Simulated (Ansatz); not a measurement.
Al$_{3}$Pd$_{2}$:
```
Al3Pd2
1.0
    4.17243     0.00000     0.00000
   -2.08621     3.61343     0.00000
    0.00000     0.00000     5.10290
Al Pd
3 2
Direct
  0.00000   0.00000   0.00000
  0.33333   0.66667   0.64545
  0.66667   0.33333   0.35455
  0.33333   0.66667   0.15582
  0.66667   0.33333   0.84418
```

Relaxed with LDA. Special points in fractions of this cell's reciprocal vectors: Γ (0.000, 0.000, 0.000); M (0.500, 0.000, 0.000); K (0.333, 0.333, 0.000); A (0.000, 0.000, 0.500); L (0.500, 0.000, 0.500); H (0.333, 0.333, 0.500).

Q: List the band energies nearest the Fermi level at these points for DFT-LDA in the program Ansatz with PAW potentials.

A: In eV from the Fermi level; about four levels below and three above (degenerate sets whole), none deeper than 8.9 eV; points with the same levels are listed once.

```csv
k,below,above
Γ,-2.97 -2.97 -2.10 -2.03,1.46 1.46 3.38
M,-2.87 -1.96 -1.91 -1.29,1.51 2.24 2.81
K,-3.49 -3.49 -0.82 -0.82,1.16 2.62 2.62
A,-3.43 -3.43 -3.07 -3.07,2.57 2.57 2.58
L,-3.13 -2.89 -1.72 -0.23,1.73 2.14 3.73
H,-2.48 -2.22 -2.22 -0.20,5.05 6.37 6.37
```

Space group P-3m1 (La2O3 or Ni2Al3 type). The first step of the workflow began from a Materials Project structure, measured or hypothetical; the Crystallography Open Database copy checked does not list it. Its standing as an ambient phase is unchecked. The LDA relaxation kept the symmetry of its start; whether a distortion lowers the energy is not shown. No spin polarisation was allowed. Spin–orbit coupling is left out wherever it is not named.

Potentials: the later of the program's two PAW sets.
